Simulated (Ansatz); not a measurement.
TiO2:
```cif
data_O8Ti4
_chemical_formula_sum 'Ti4 O8'
_space_group_name_H-M_alt 'P 1'
_space_group_IT_number 1
_cell_length_a 6.37365
_cell_length_b 6.37365
_cell_length_c 6.56050
_cell_angle_alpha 73.761
_cell_angle_beta 106.239
_cell_angle_gamma 145.943
loop_
_space_group_symop_operation_xyz
  'x, y, z'
loop_
_atom_site_label
_atom_site_type_symbol
_atom_site_fract_x
_atom_site_fract_y
_atom_site_fract_z
_atom_site_occupancy
Ti1 Ti 0.80551 0.19449 0.71728 1
Ti2 Ti 0.19449 0.80551 0.28272 1
Ti3 Ti 0.10061 0.89939 0.70962 1
Ti4 Ti 0.89939 0.10061 0.29038 1
O1 O 0.05832 0.94168 0.37048 1
O2 O 0.94168 0.05832 0.62952 1
O3 O 0.63847 0.36153 0.70582 1
O4 O 0.36153 0.63847 0.29418 1
O5 O 0.13302 0.86698 0.00369 1
O6 O 0.86698 0.13302 0.99631 1
O7 O 0.73603 0.26397 0.34701 1
O8 O 0.26397 0.73603 0.65299 1
```

Relaxed with r²SCAN. 

Question: HSE06 on this cell (Ansatz, a first-principles code, PAW) gives a gap of 4.38 eV. What does r²SCAN give?

Answer: 3.20 eV.

Cost on shared cores: the r²SCAN run (SCF on a 8×8×5 mesh, then bands and DOS) around 8 core-minutes (rough), the HSE06 run (SCF on 5×5×3, then a few points) very roughly 12 core-minutes; the tasks are unlike.

Space group C2/m. The workflow started from a Materials Project entry (that database holds measured and hypothetical structures alike); the Crystallography Open Database copy checked does not list it. It is not the phase usual at ambient conditions (space group No. 61, 136, 141). The cell was relaxed with r²SCAN under the symmetry of its start; whether a distortion lowers the energy is not shown. No spin polarisation was allowed.

Potentials: the later of the program's two PAW sets.

Ansatz is a plane-wave DFT program.
